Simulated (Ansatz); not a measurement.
MoPd (CsCl type, Pm-3m), DFT-r²SCAN in the program Ansatz with PAW potentials, all energies at zero smearing, with the estimated change up to a 700 eV cutoff added, with one set of potentials and settings (totals compare only within such a set). Cell of 2 atoms (1 Pd, 1 Mo): -11952.307 eV.

```json
[
 {"element": "Pd", "reference phase": "Fm-3m, 1 atoms in the cell", "E (eV/atom)": "-6985.7628"},
 {"element": "Mo", "reference phase": "Im-3m, 1 atoms in the cell", "E (eV/atom)": "-4967.6249"}
]
```

Formation energy per atom, worked out: (-11952.307 − 1×(-6985.7628) − 1×(-4967.6249))/2 = 0.541 eV/atom (52 kJ per mol of atoms), at 0 K, without zero-point energy or fitted corrections.

The start of the workflow was typed in or built on a structure type; neither database checked (COD, Materials Project) lists it. Its standing as an ambient phase is unchecked. The r²SCAN relaxation kept the symmetry of its start. At this level the phase is mechanically unstable. No spin polarisation was allowed. Its formation energy is positive at this level, so the cell may be metastable or incomplete. The references are the lowest solids computed at this level, not always the standard phases.

Potentials: the earlier of the program's two PAW sets.
